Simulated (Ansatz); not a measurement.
The cell of MgCuC4N4 is invented: two interpenetrating cyanide-bridged diamond nets (P-43m, No. 215). The dimensions are guesses.

```
CELL_PARAMETERS angstrom
5.96056 0.00000 0.00000
0.00000 5.96056 0.00000
0.00000 0.00000 5.96056
ATOMIC_POSITIONS crystal
Mg 0.50000 0.50000 0.50000
Cu 0.00000 0.00000 0.00000
C 0.18568 0.18568 0.18568
C 0.18568 0.81432 0.81432
C 0.81432 0.18568 0.81432
C 0.81432 0.81432 0.18568
N 0.29901 0.29901 0.29901
N 0.29901 0.70099 0.70099
N 0.70099 0.29901 0.70099
N 0.70099 0.70099 0.29901
```

Level of theory: Ansatz 0.2.0, DFT PBE, scalar-relativistic, plane waves, PAW. Cutoff 420 eV, Gaussian smearing, Γ-centred meshes. Cell and atoms relax on a converged mesh. In metals the finer mesh still leaves noise of several meV/atom or more. The steps can't lower the symmetry of their start. Collinear spin, starting moments Cu 1.0 μB.

A guess keeps its type if space group and coordination stay and the shape of the cell changes little (axis ratios within about 15 %, angles within 6°); the volume may change.

Question: Will the relaxed cell still be of the starting type?

Answer: It keeps its type. The symmetry stays P-43m (No. 215). The volume per atom stays near 21.2 Å³. The shortest distance stays 1.17 Å (C–N). Counting neighbours within 15 % of an atom's shortest distance, the start has C 1, Cu 4, Mg 4, N 1 and the end C 1, Cu 4, Mg 4, N 1.

The last run used collinear spin, a 6×6×6 mesh for its 10-atom cell and Gaussian smearing of 0.10 eV. In such compounds of Cu a zero gap at this level may well be an artefact, since no Hubbard U is applied. The magnetic state reached may not be the lowest. Symmetry constrained the relaxation, so the result can be a saddle point.
